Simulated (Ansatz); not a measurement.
**ZrRuSi: pressure against volume**

ZrRuSi, P-62m, a = 6.635 Å, c = 3.679 Å. The structure is a COD entry; whether it is the stable form wasn't checked. Ansatz: PBEsol, PAW, 420 eV, Γ-centred 6×6×10 mesh on 9 atoms, Gaussian smearing 0.10 eV; no spin polarisation. Shape and atoms are relaxed at each volume; pressure is positive in compression.

```tsv
V (Å³/atom)	P (GPa)
13.715	34.43
14.183	23.70
14.650	14.53
15.118	?
15.586	0.01
16.053	-5.71
16.521	-10.59
17.144	-15.99
```

Problem. Take V0 = 15.586 Å³/atom, count pressures from its P0 = 0.01 GPa, fit the third-order Birch–Murnaghan form to the other rows, and predict the missing pressure.

Solution. With the Eulerian strain f = ½[(V0/V)^(2/3) − 1] and y = (P − P0)/[3f(1 + 2f)^(5/2)], the form is the line y = B0 + 1.5 B0 (B0′ − 4) f. Rows (f, y): 0.04450, 208.3; 0.03245, 207.9; 0.02108, 207.1; -0.00974, 205.6; -0.01905, 204.4; -0.03077, 203.2. Means f = 0.006412, y = 206.08; Σ(Δf)² = 0.004636, ΣΔfΔy = 0.3045; the slope is their ratio. y = 205.7 + 65.69 f GPa, so B0 = 205.7 GPa and B0′ = 4 + 2 × (65.69)/(3 × 205.7) = 4.21. At V = 15.118, f = 0.01027, y = 206.37 and P = 6.70 GPa. The run gave 6.70 GPa, the same to the digits shown.